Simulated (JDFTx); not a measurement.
An input for a modified build of JDFTx (Nb(110), linear PCM (GLSSA13), water, 1 M NaF; bohr, hartree) and the course of its log:

```
lattice \
  6.2694120828 3.1347060414 0.0000000000 \
  0.0000000000 4.4331437969 0.0000000000 \
  0.0000000000 0.0000000000 43.4637008664
coords-type Lattice
ion Nb 0.5000000000 0.0000000000 -0.1529946960 0
ion Nb 0.0000000000 0.0000000000 -0.0509982320 0
ion Nb 0.5000000000 0.0000000000 0.0509982320 0
ion Nb 0.0000000000 0.0000000000 0.1529946960 0
ion-species pseudo/nb_pbe_v1.upf
elec-cutoff 20 100
elec-ex-corr gga-PBE
coulomb-interaction Slab 001
coulomb-truncation-embed 0 0 0
kpoint-folding 10 10 1
elec-smearing Fermi 0.01
elec-n-bands 37
target-mu -0.166842
electronic-scf nIterations 100 energyDiffThreshold 1e-07
fluid LinearPCM
pcm-variant GLSSA13
fluid-solvent H2O
fluid-cation Na+ 1
fluid-anion F- 1
fluid-minimize nIterations 400 knormThreshold 1e-11
wavefunction read f0.wfns
elec-initial-eigenvals f0.eigenvals
elec-initial-fillings read f0.fillings
fluid-initial-state f0.fluidState
dump-name f0_u0.$VAR
dump End State Ecomponents EigStats BandEigs Forces ElecDensity IonicPositions Fillings Kpoints Dtot FluidDebug BoundCharge FluidDensity
```

```
[one cycle in 5 is shown, and the last three; fluid-solver lines are left out]
	FillingsUpdate:  mu: -0.166842000  nElectrons: 49.104066
SCF: Cycle:  0   G: -216.390926291875303   dG: +3.894e+00   |Residual|: 1.459e-01   |deigs|: 2.597e-09
	FillingsUpdate:  mu: -0.166842000  nElectrons: 51.531562
SCF: Cycle:  5   G: -220.213960127204331   dG: -1.191e-02   |Residual|: 2.134e-02   |deigs|: 8.893e-04
	FillingsUpdate:  mu: -0.166842000  nElectrons: 50.674909
SCF: Cycle: 10   G: -219.541534956070279   dG: +4.873e-01   |Residual|: 6.517e-02   |deigs|: 3.478e-03
	FillingsUpdate:  mu: -0.166842000  nElectrons: 50.947130
SCF: Cycle: 15   G: -219.947953190685496   dG: +8.536e-02   |Residual|: 4.521e-02   |deigs|: 9.187e-04
	FillingsUpdate:  mu: -0.166842000  nElectrons: 47.843748
SCF: Cycle: 20   G: -214.003566018973203   dG: +2.447e-01   |Residual|: 2.015e-01   |deigs|: 5.725e-04
	FillingsUpdate:  mu: -0.166842000  nElectrons: 53.498867
SCF: Cycle: 25   G: -218.827537282750882   dG: -2.026e-01   |Residual|: 9.541e-02   |deigs|: 2.756e-02
	FillingsUpdate:  mu: -0.166842000  nElectrons: 53.116994
SCF: Cycle: 30   G: -219.265909502901792   dG: +1.018e+00   |Residual|: 8.080e-02   |deigs|: 1.331e-02
	FillingsUpdate:  mu: -0.166842000  nElectrons: 52.638114
SCF: Cycle: 35   G: -219.842133482159227   dG: +5.385e-02   |Residual|: 5.221e-02   |deigs|: 8.956e-04
	FillingsUpdate:  mu: -0.166842000  nElectrons: 43.048477
SCF: Cycle: 40   G: -186.225536875459738   dG: +3.397e+01   |Residual|: 4.540e-01   |deigs|: 5.593e-02
	FillingsUpdate:  mu: -0.166842000  nElectrons: 51.005996
SCF: Cycle: 45   G: -219.974023781002728   dG: -1.147e+01   |Residual|: 3.932e-02   |deigs|: 2.579e-02
	FillingsUpdate:  mu: -0.166842000  nElectrons: 50.450301
SCF: Cycle: 50   G: -219.561395170810869   dG: -9.250e-02   |Residual|: 6.379e-02   |deigs|: 4.661e-04
	FillingsUpdate:  mu: -0.166842000  nElectrons: 50.535305
SCF: Cycle: 55   G: -219.596494243446784   dG: -1.922e+00   |Residual|: 6.484e-02   |deigs|: 6.824e-03
	FillingsUpdate:  mu: -0.166842000  nElectrons: 45.950948
SCF: Cycle: 60   G: -207.655531936564415   dG: -1.018e+01   |Residual|: 2.899e-01   |deigs|: 1.085e-02
	FillingsUpdate:  mu: -0.166842000  nElectrons: 50.882115
SCF: Cycle: 65   G: -219.918976289624908   dG: +3.580e-01   |Residual|: 5.207e-02   |deigs|: 4.955e-03
	FillingsUpdate:  mu: -0.166842000  nElectrons: 48.830434
SCF: Cycle: 70   G: -217.163698613050173   dG: +1.630e+00   |Residual|: 1.432e-01   |deigs|: 5.306e-03
	FillingsUpdate:  mu: -0.166842000  nElectrons: 47.371207
SCF: Cycle: 75   G: -213.266692159083959   dG: +6.406e+00   |Residual|: 2.166e-01   |deigs|: 1.854e-02
	FillingsUpdate:  mu: -0.166842000  nElectrons: 52.114678
SCF: Cycle: 80   G: -220.110202172012720   dG: -1.236e-01   |Residual|: 3.292e-02   |deigs|: 1.077e-02
	FillingsUpdate:  mu: -0.166842000  nElectrons: 54.110329
SCF: Cycle: 85   G: -217.392795669716008   dG: -8.825e+00   |Residual|: 1.379e-01   |deigs|: 5.667e-02
	FillingsUpdate:  mu: -0.166842000  nElectrons: 52.049211
SCF: Cycle: 90   G: -220.096578061821731   dG: +1.771e-03   |Residual|: 3.299e-02   |deigs|: 9.754e-03
	FillingsUpdate:  mu: -0.166842000  nElectrons: 52.546710
SCF: Cycle: 95   G: -219.626614580030093   dG: +6.018e-01   |Residual|: 6.222e-02   |deigs|: 7.027e-03
	FillingsUpdate:  mu: -0.166842000  nElectrons: 50.436312
SCF: Cycle: 97   G: -220.056183460210292   dG: +2.337e-01   |Residual|: 5.651e-02   |deigs|: 6.452e-03
	FillingsUpdate:  mu: -0.166842000  nElectrons: 49.972191
SCF: Cycle: 98   G: -219.598869739164542   dG: +4.573e-01   |Residual|: 7.977e-02   |deigs|: 3.289e-03
	FillingsUpdate:  mu: -0.166842000  nElectrons: 50.208483
SCF: Cycle: 99   G: -219.795485793351389   dG: -1.966e-01   |Residual|: 6.683e-02   |deigs|: 1.367e-03
SCF: None of the convergence criteria satisfied after 100 iterations.
IonicMinimize: Iter:   0  G: -219.795485793351389  |grad|_K:  0.000e+00
IonicMinimize: Converged (|grad|_K<1.000000e-04).
```

This run gave no converged result. The electronic loop ended without meeting its threshold, so the last energy, electron count and forces aren't results.
